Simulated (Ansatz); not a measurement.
Consider the following.

ZrCu:
```
ZrCu
1.0
    3.21430     4.07900     0.00000
   -3.21430     4.07900     0.00000
   -1.35018     0.00000     5.14752
Zr Cu
4 4
Direct
  0.90620   0.09380   0.00382
  0.40832   0.59168   0.97775
  0.82515   0.72921   0.59308
  0.27079   0.17485   0.59308
  0.71864   0.28136   0.44703
  0.30277   0.69723   0.43444
  0.44555   0.05394   0.15316
  0.94606   0.55445   0.15316
```

This is the PBEsol-relaxed structure.

Problem. All from plane-wave PAW PBEsol (Ansatz code), unless another level is named. Estimate the density of states at the Fermi level.

Solution. 1.1 states/eV per atom (mean over ±0.08 eV).

Problem. What about the formation energy from the elements (no fitted shifts)?

Solution. -0.14 eV/atom.

Space group Cm. The first step of the workflow began from a Materials Project structure, measured or hypothetical; the Crystallography Open Database copy checked does not list it. Its standing as an ambient phase is unchecked. The PBEsol relaxation kept the symmetry of its start; whether a distortion lowers the energy is not shown. No spin polarisation was allowed. The references are the lowest solids computed at this level, not always the standard phases. Scalar-relativistic: spin–orbit coupling is off unless named, which matters more the heavier the elements.

Potentials: the earlier of the program's two PAW sets. The files were generated under PBE; for other functionals the program regenerates the frozen cores, and for LDA and PBEsol the local potential too.
